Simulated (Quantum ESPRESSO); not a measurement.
# Computed records: Si7N (made-up cell)

Computed with Quantum ESPRESSO 7.5. Calculation on a made-up crystal cell, not a measurement: periodic Kohn-Sham density functional theory in plane waves with PseudoDojo standard norm-conserving scalar-relativistic pseudopotentials, each functional with its own files (v0.5 for PBE, v0.4.1 for LDA and PBEsol), no spin polarisation, no spin-orbit coupling, atoms not relaxed, stress positive in tension, energies less a fixed whole-eV offset for each atom's element; levels are Kohn-Sham levels at fractions of this cell's reciprocal vectors, counted from the reference band (half the neutral cell's valence electrons, rounded up) at Gamma; error bars cover cutoff and k-mesh only, not smearing or the files; added strain carries the atoms with the cell, and shear is the tensor component; each bar is the largest change over components, and at least 0.002 eV, 0.002 eV per angstrom or 0.02 GPa; energies are for the whole cell, and the offsets were chosen from early runs and are not element reference energies.

Settings shared by all entries: lattice type zincblende/diamond; functional pbe; cutoff 1143 eV; fermi dirac smearing 0.1 eV; scf tolerance 1e-07 eV; electrons removed 0; k mesh 6 x 6 x 6, shifted by half a step.

(1) 
```xyz
8
Lattice="5.3877 0.0000 0.0000 0.0000 5.3877 0.0000 0.0000 0.0000 5.3877" Properties=species:S:1:pos:R:3 formula=Si7N free_energy_less_offsets=2.466 smearing_term_minus_ts=-0.03911 scf_iterations=11 pressure=-4.306 stress_xx=4.275 stress_yy=4.307 stress_zz=4.337 stress_yz=0.216 stress_xz=1.143 stress_xy=0.5122 fermi_level=0.8455 reference_band=17 error_bar_energy=0.01374 error_bar_stress=0.02 error_bar_force=0.005184 error_bar_next_band_up=0.002 error_bar_fermi_level=0.007191 error_bars_from=tighter_rerun_of_a_related_cell
Si    -0.0122    -0.0197    -0.0683
Si    -0.0397     2.6118     2.6938
N      2.6772     0.0441     2.7381
Si     2.6362     2.6834     0.0265
Si     1.3492     1.3288     1.3362
Si     1.3116     4.0352     4.0393
Si     4.0350     1.3707     4.0575
Si     4.0269     3.9535     1.3277
```

Units: free_energy_less_offsets, smearing_term_minus_ts, fermi_level, error_bar_energy, error_bar_next_band_up, error_bar_fermi_level in eV; pressure, stress_xx, stress_yy, stress_zz, stress_yz, stress_xz, stress_xy, error_bar_stress in GPa; error_bar_force in eV/Å.

Atoms:
| atoms element | atom site | atom energy offset (eV) |
| --- | --- | --- |
| Si | 1 | -115 |
| Si | 2 | -115 |
| N | 3 | -283 |
| Si | 4 | -115 |
| Si | 5 | -115 |
| Si | 6 | -115 |
| Si | 7 | -115 |
| Si | 8 | -115 |

Forces:
| site | x (eV/Å) | y (eV/Å) | z (eV/Å) |
| --- | --- | --- | --- |
| 1 | -0.2985 | -0.003493 | 1.086 |
| 2 | 0.6055 | 0.7607 | -0.2188 |
| 3 | -0.1477 | -0.1268 | -0.1312 |
| 4 | 0.1994 | 0.09111 | -0.5755 |
| 5 | 0.6001 | -1.662 | 1.326 |
| 6 | 1.232 | 0.6402 | -1.552 |
| 7 | -1.773 | -1.405 | -0.7868 |
| 8 | -0.4182 | 1.705 | 0.8516 |

Levels:
| level k point | next band up (eV) |
| --- | --- |
| Gamma | 1.51 |
| (1/2,1/2,1/2) | 2.385 |
| (0.15,0,0) | 1.65 |
| (0,0.15,0) | 1.614 |
| (0,0,0.15) | 1.65 |

(2) 
```xyz
8
Lattice="5.3877 0.0000 0.0000 0.0000 5.3877 0.0000 0.0000 0.0000 5.3877" Properties=species:S:1:pos:R:3 formula=Si7N free_energy_less_offsets=2.202 smearing_term_minus_ts=-0.03907 scf_iterations=11 pressure=-5.134 stress_xx=4.996 stress_yy=5.289 stress_zz=5.116 stress_yz=0.6308 stress_xz=0.3155 stress_xy=1.032 fermi_level=0.7203 reference_band=17 error_bar_energy=0.01374 error_bar_stress=0.02 error_bar_force=0.005184 error_bar_next_band_up=0.002 error_bar_fermi_level=0.007191 error_bars_from=tighter_rerun_of_a_related_cell
Si    -0.0122    -0.0197    -0.0683
Si    -0.0397     2.6118     2.6938
Si     2.6772     0.0441     2.7381
N      2.6362     2.6834     0.0265
Si     1.3492     1.3288     1.3362
Si     1.3116     4.0352     4.0393
Si     4.0350     1.3707     4.0575
Si     4.0269     3.9535     1.3277
```

Units: free_energy_less_offsets, smearing_term_minus_ts, fermi_level, error_bar_energy, error_bar_next_band_up, error_bar_fermi_level in eV; pressure, stress_xx, stress_yy, stress_zz, stress_yz, stress_xz, stress_xy, error_bar_stress in GPa; error_bar_force in eV/Å.

Atoms:
| atoms element | atom site | atom energy offset (eV) |
| --- | --- | --- |
| Si | 1 | -115 |
| Si | 2 | -115 |
| Si | 3 | -115 |
| N | 4 | -283 |
| Si | 5 | -115 |
| Si | 6 | -115 |
| Si | 7 | -115 |
| Si | 8 | -115 |

Forces:
| site | x (eV/Å) | y (eV/Å) | z (eV/Å) |
| --- | --- | --- | --- |
| 1 | -0.2663 | -0.03693 | 1.114 |
| 2 | 0.6387 | 0.7744 | -0.2277 |
| 3 | 0.3338 | -0.9084 | -0.5607 |
| 4 | 0.2606 | 0.00228 | 0.1077 |
| 5 | 0.8279 | 0.9253 | -1.294 |
| 6 | 1.191 | -1.359 | 0.424 |
| 7 | -1.538 | 0.6794 | 1.352 |
| 8 | -1.448 | -0.07734 | -0.9161 |

Levels:
| level k point | next band up (eV) |
| --- | --- |
| Gamma | 1.337 |
| (1/2,1/2,1/2) | 2.274 |
| (0.15,0,0) | 1.458 |
| (0,0.15,0) | 1.54 |
| (0,0,0.15) | 1.514 |
